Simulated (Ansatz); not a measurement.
An Ansatz (an electronic-structure program) run. Input:

Ansatz 0.2 input:
```yaml
crystal:
  lattice:
    - [0.0, 2.0856002835, 2.0856002835]
    - [2.0856002835, 0.0, 2.0856002835]
    - [2.0856002835, 2.0856002835, 0.0]
  atoms:
    - { symbol: N, position: [0.0, 0.0, 0.0] }
    - { symbol: Ti, position: [0.5, 0.5, 0.5] }
kpoints:
  mp_grid: { grid: [35, 35, 35] }
hamiltonian:
  xc: lda
  pseudopotentials: { kind: paw }
scf:
  occupations: { method: fermi_dirac, width: 0.1 }
elastic: { mode: relaxed_ion, stencil: two_point, amplitude: 0.005, f_tol: 0.0005 }
```

Output (shortened):

```
Pseudopotentials: kind: paw
Pseudopotential: N, paw, valence charge 5
Pseudopotential: Ti, paw, valence charge 12
Functional definition: SPW92
Crystal: 2 atoms, lattice volume = 18.144 Å³
Basis set: ecut = 420 eV, 339 PW (Γ)
Bands: 13, of which v1, the nominal top of the filled ones, is band 9 counted from 1 (8 counted from 0)
Symmetry: 48 space group operations
Space group: Fm-3m (ITA 225), of the structure as read, at distance tolerance 2.6e-5 Å
k-points: 1140 of 42875
PAW frozen core: N, regenerated for the run's functional, and the local potential with it
PAW frozen core: Ti, regenerated for the run's functional, and the local potential with it
Initial wavefunctions: pseudopotential atomic-orbital guess
Eigensolver: davidson
Functional: x = slater, c = lda
all-band conjugate gradients solve this SCF's bands
automatic band count: the SCF goes on with 17 bands, as 13 were too few: the levels above may hold too much charge
SCF 1 converged in 8 iterations: F = -2828.207933 eV  dr2 = 6.45e-15
density extrapolation: transplant  |δρ|_rms = 3.477e-2 e/Å³  SAD shift = 8.112e-3 e/Å³
Crystal: 2 atoms, lattice volume = 18.053 Å³
Bands: 17, of which v1, the nominal top of the filled ones, is band 9 counted from 1 (8 counted from 0)
Symmetry: 16 space group operations
k-points: 3078 of 42875
Initial density: handed on by an earlier stage of this run
Initial wavefunctions: those handed on with the density
SCF 2 converged in 7 iterations: F = -2828.206828 eV  dr2 = 6.07e-14
density extrapolation: first-order (α = -2.000)  |δρ|_rms = 3.477e-2 e/Å³  SAD shift = 8.041e-3 e/Å³
Crystal: 2 atoms, lattice volume = 18.234 Å³
SCF 3 converged in 6 iterations: F = -2828.207076 eV  dr2 = 4.06e-15
density extrapolation: transplant  |δρ|_rms = 3.477e-2 e/Å³  SAD shift = 4.183e-3 e/Å³
Crystal: 2 atoms, lattice volume = 18.143 Å³
Symmetry: 8 space group operations
k-points: 5832 of 42875
SCF 4 converged in 6 iterations: F = -2828.207680 eV  dr2 = 7.24e-15
density extrapolation: first-order (α = -2.000)  |δρ|_rms = 3.477e-2 e/Å³  SAD shift = 4.183e-3 e/Å³
Crystal: 2 atoms, lattice volume = 18.143 Å³
SCF 5 converged in 5 iterations: F = -2828.207680 eV  dr2 = 9.95e-15
SCF converged after 8 iterations
Free energy (F): -2828.207933 eV
Harris-Foulkes:  -2828.207933 eV  (|F-HF|=0.00e0)
Internal energy: -2828.182088 eV  (E = F + TS)
E sigma→0 (E₀):  -2828.195010 eV
Entropy (-TS):   -0.025845 eV (-12.922 meV/atom)
Fermi energy:    17.743855 eV
--- Per-component energies (eV) ---
  E_band       = -78.816990
  E_kinetic    = 408.757160
  E_local      = -758.447818  (includes V_loc(G=0)·N_el)
  E_nonlocal   = 56.636332
  E_hartree    = 303.408729
  E_xc         = -159.187213
  E_vxc        = -201.663987  (∫ρ·V_xc dr)
  E_paw        = -1116.601456  (= ΣΔE_a)
  E_vpaw       = -190.916321  (= ΣTr[D̂ρ^β])
  E_aug_tail   = 0.000185  (compensation charges beyond the density's cutoff)
  E_ewald      = -1563.154001
  E_core_change = 0.405994  (= ΣΔE_core)
  E_smearing   = -0.025845  (= −TS)
  E_closure    = 0.000000  (closes the sum)
  Σ components = -2828.207933   (vs F -2828.207933, Δ=0.00e0)
--- Forces (eV/Å), atoms counted from 1 ---
  atom   1  N      0.00000000     0.00000000     0.00000000
  atom   2  Ti     0.00000000     0.00000000     0.00000000
  max |Σ_I F_I| component: 0.0 eV/Å
--- Stress (GPa, compression-positive) ---
        0.185771       0.000000       0.000000
        0.000000       0.185771       0.000000
        0.000000       0.000000       0.185771
  P = ⅓ Tr σ = 0.1858 GPa (1.858 kbar)
  The stress holds the Pulay correction. Without it, at fixed plane waves, as pw.x and ABINIT print it: P = -0.4689 GPa
  The stress includes an estimate of the error left by incomplete SCF convergence (largest component 0.0000 GPa).
--- Band table (eV; the first three rows and the last of 1140) ---
  k-point 0: bands = ["-39.4093", "-15.6549", "-15.6549", "-15.6549", "0.5854", "15.6861", "15.6861", "15.6861", "17.0696", "17.0696", "17.0696", "18.3688", "18.3688", "23.8691", "31.0887", "38.1375", "38.1375"]
  k-point 1: bands = ["-39.4083", "-15.6618", "-15.6554", "-15.6554", "0.6034", "15.5715", "15.5982", "15.5982", "17.1015", "17.1015", "17.1386", "18.4540", "18.4540", "23.9124", "31.1085", "38.1097", "38.1159"]
  k-point 2: bands = ["-39.4052", "-15.6821", "-15.6570", "-15.6570", "0.6569", "15.2790", "15.3717", "15.3717", "17.1797", "17.1797", "17.2976", "18.6890", "18.6890", "24.0384", "31.1626", "38.0357", "38.0483"]
  k-point 1139: bands = ["-39.2391", "-16.1243", "-16.1089", "-15.9332", "2.5883", "12.0699", "12.1274", "12.2786", "18.6399", "18.8530", "20.3610", "21.2657", "21.9486", "30.2227", "30.3164", "31.5022", "35.1017"]
  band table: 17 of 17 bands, residual norms ≤ 1.0e-3 eV
--- Elastic constants: 2 strain directions × 2 members + reference (group order 48) ---
  dense FFT box of the reference and of every strained cell: 20×20×20
  strains applied: 11, 23; error gains: componentwise 1.00 (the most a stress slope's error grows in a printed constant), spectral 1.73 (1 for all six strains …
  C = ∂σ_k/∂η_j (tension-positive GPa; Voigt order 11 22 33 23 13 12):
       690.364    134.484    134.484      0.000      0.000      0.000
       134.484    690.364    134.484      0.000      0.000      0.000
       134.484    134.484    690.364      0.000      0.000      0.000
         0.000      0.000      0.000    178.284      0.000      0.000
         0.000      0.000      0.000      0.000    178.284      0.000
         0.000      0.000      0.000      0.000      0.000    178.284
  reference stress σ⁰ (GPa):     -0.186     -0.186     -0.186      0.000      0.000      0.000
  moduli (Voigt/Reuss/Hill, GPa): K = 319.78/319.78/319.78   G = 218.15/208.13/213.14   E = 523.18   ν = 0.227
  mechanically stable: yes (min eigenvalue of sym C = 178.28 GPa)
  strain η (Voigt 11):  stress-route row diagonal C_11 = 690.36 GPa, energy-path curvature d²(F+E_count+ΔE)/dδ²/Ω₀ = 690.23 GPa
         δ    σ_11 (GPa)             F (eV)   n_scf  n_hpsi   n_pw
    -5.000e-3      -3.7381       -2828.2068283       7  737279    365   relax 0 steps, max|allowed force component| 0.0 eV/Å
     5.000e-3       3.1656       -2828.2070764       6  648101    368   relax 0 steps, max|allowed force component| 0.0 eV/Å
  strain η (Voigt 23):  stress-route row diagonal C_44 = 178.28 GPa, energy-path curvature d²(F+E_count+ΔE)/dδ²/Ω₀ = 178.43 GPa
         δ    σ_23 (GPa)             F (eV)   n_scf  n_hpsi   n_pw
    -5.000e-3      -0.8914       -2828.2076804       6  1291844    367   relax 0 steps, max|allowed force component| 0.0 eV/Å
     5.000e-3       0.8914       -2828.2076804       5  1102507    367   relax 0 steps, max|allowed force component| 0.0 eV/Å
```

Cost: roughly 6 core-minutes on shared cores.

The cell was relaxed with LDA under the symmetry of its start; of distortions, only those at the zone centre were tested. The run is not spin-polarised. As this level gives no gap, shear constants depend on the k-mesh and smearing (Fermi–Dirac, 0.1 eV here).

Potentials: the later of the program's two PAW sets.

Ansatz is a plane-wave DFT program.
